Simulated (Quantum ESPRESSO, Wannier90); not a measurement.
**Wannierisation of Mg2Sn (Fm-3m)**

```yaml
crystal:
  lattice:
    - [0.00000, 3.38015, 3.38015]
    - [3.38015, 0.00000, 3.38015]
    - [3.38015, 3.38015, 0.00000]
  atoms:
    - { symbol: Mg, position: [0.25000, 0.25000, 0.25000] }
    - { symbol: Mg, position: [0.75000, 0.75000, 0.75000] }
    - { symbol: Sn, position: [0.00000, 0.00000, 0.00000] }
```

Materials Project entry mp-2343; symmetrised, unrelaxed at this level. COD (Crystallography Open Database) has the formula in 2 space groups, this one among them (matched by group alone). Computed values, not measurements, from PBEsol: Quantum ESPRESSO (norm-conserving PseudoDojo potentials, cutoff 68 Ry, no spin polarisation, no spin-orbit coupling) on a Γ-centred 8×8×8 mesh, then Wannier90. Density: 12×12×12 mesh, Gaussian smearing 0.01 Ry. Spin-orbit coupling is left out although heavy elements are present.

Energies are relative to the Fermi level.

**Bands.** No gap over 0.05 eV opens at the Fermi level at this level of theory. 4 filled groups are cut off by gaps; the highest, bands 14, spans -9.10 to -7.30 eV and is Sn 5s 72 %, Mg 3s 24 %.

**Model.** 12 functions (Mg sp, Sn sp) from bands 14-34, frozen to 1.50 eV, reach Ω_I = 24.00 Å² and follow pw.x to 4.0 meV rms (states up to 1.0 eV relative to the Fermi level).

**Frozen window.** Edge, Ω_I and misfit go -1.5 eV, 22.87 Å², 88 meV; 0.5 eV, 23.23 Å², 22 meV; 1.5 eV, 24.00 Å², 4.0 meV. Ω_I never falls as the edge rises, since each frozen state takes freedom from the choice of the smoothest subspace. The edges under the compared range leave its upper states unfrozen, and their misfit is the largest.

**No window.** Without a frozen window Ω_I drops to 22.67 Å² while the misfit grows to 125 meV: a small spread is no proof of good bands.

**Outer window.** The setting "only the lowest 18 of the kept bands" raises Ω_I to 28.42 Å², as fewer states are left to mix in, and the misfit goes to 3.8 meV.

**Stops.** With the outer window to 8.91 eV the program stops (Energy window contains fewer states than number of target WFs).
